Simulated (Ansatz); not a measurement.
# Stationary points along a deformation path in Pt

Method: DFT r2SCAN, scalar-relativistic, plane waves, PAW (Ansatz). Cutoff 500 eV, Γ-centred 24×24×24 k-points, Gaussian smearing of 0.15 eV. Spin–orbit coupling is left out, which can shift energies with elements as heavy as these. No spin polarisation. Energies are free energies at this smearing, counted from the undisturbed cell; pressure is positive in compression.

The starting cell (as given, not relaxed at this level; it stands at 5.4 GPa):

```
Pt
1.0
     0.00000    1.95790    1.95790
     1.95790    0.00000    1.95790
     1.95790    1.95790    0.00000
Pt
1
Cartesian
  0.0000 0.0000 0.0000
```

At fixed volume and fractional coordinates, lengths along (0.577, 0.577, 0.577) are scaled against those across it; ρ is that ratio over its starting value. V = 15.011 Å³/atom. Δσ is the stress along the axis less the mean stress across it (compression positive).

```
    ρ  ΔE (meV/atom)  Δσ (GPa) space group
0.500          782.5      0.00        Pm-3m
0.600          752.3      7.17         R-3m
0.710          521.8     37.42         R-3m
0.850          133.3     26.29         R-3m
1.000            0.0      0.00        Fm-3m
1.200          193.8    -38.67         R-3m
1.410          868.0    -97.33         R-3m
1.700         2425.8   -177.45         R-3m
2.000         4956.8   -333.17         R-3m
```

**Question.** How does the stress give the slope of the energy, and where is the energy stationary?

**Answer.** Along the path d ln(length) is 2/3 d ln ρ on the axis and −1/3 d ln ρ across it, so dE/d ln ρ = −(2/3) V Δσ: the energy falls with ρ where Δσ is positive. Δσ vanishes or changes sign at ρ = 0.500 (Pm-3m, an end of the scan), at 782.5 meV/atom; at ρ = 1.000 (Fm-3m), a minimum at 0.0 meV/atom. Pairs of stationary points between two samples would go unseen, and could change a minimum read from distant neighbours into a maximum. At ρ = 0.500, 1.000 the cell is cubic, where symmetry alone makes the stress isotropic and the slope zero.

In a metal these slopes depend on the k mesh and the smearing.